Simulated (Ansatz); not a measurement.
Calculated quadrupolar parameters for SiO2

The cell is a structure deposited in the COD whose atoms were relaxed with PBE, the cell held.

Space group P4_12_12 (No. 92); a = 4.9820, c = 6.9630 Å.

```csv
site,Wyckoff,site symmetry,x,y,z
Si,4a,..2,0.3039,0.3039,0.0000
O,8b,1,0.2373,0.1140,0.1837
```

One atom of each set is listed.

All values are calculated (Ansatz; DFT, PBE, plane waves and PAW (field gradients read without the response of the frozen cores, which leaves them typically 4 to 6 % off), scalar-relativistic, 420 eV cutoff, Γ-centred 4×4×3 k-points, Fermi–Dirac smearing 0.02 eV), not measured.

C_Q = eQV_zz/h, which is 24.18 MHz for Q = 1 b and V_zz = 10²¹ V/m²; η = (V_xx − V_yy)/V_zz.

O-17: I = 5/2, Q = -25.58 mb. Nuclear quadrupole moments: year-2017 set (Pyykkö).

```csv
site,atoms,first shell,"V_xx, V_yy, V_zz (10²¹ V/m²)",η,C_Q (MHz)
Si,4,4 O at 1.63 Å,"0.043, 0.30, -0.35",0.75,–
O,8,"2 Si at 1.63 Å, angle 143°","-4.00, -5.80, 9.80",0.18,-6.06
```

At O V_zz runs parallel to the line that joins its two neighbours (within 1°).

Si has no stable isotope with a ground-state quadrupole moment in the table, so no C_Q is given.
